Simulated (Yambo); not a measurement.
Material: MgS (zinc blende, space group F-43m, No. 216) under isotropic strain of -3 % on all lattice vectors; a = 3.877 Å, b = 3.877 Å, c = 3.877 Å, α = 60.00°, β = 60.00°, γ = 60.00° (2 atoms in the cell). The PBEsol cell relaxed from Materials Project entry mp-13032 was given an isotropic strain of -3 % on all lattice vectors, and the atoms were relaxed again.

With PBEsol (Quantum ESPRESSO, PseudoDojo norm-conserving, 84 Ry, no spin-orbit coupling), the gap between the mesh's edge points (Γ → X) is 3.614 eV.

Estimate the G0W0 gap between the same points from Yambo (4×4×4 Γ-centred k mesh, bands 5 to 100 and a 10 Ry block in the screening, 100 bands in G with the Bruneval-Gonze terminator, plasmon pole fitted at 27.2 eV).

The correction is 1.926 eV, giving 5.540 eV, 1.5 times the PBEsol value.  Convergence of the G0W0 settings was not tested. 

This is not the ordinary phase of the substance; no match was found in the copy of COD used, and its stability was not checked.
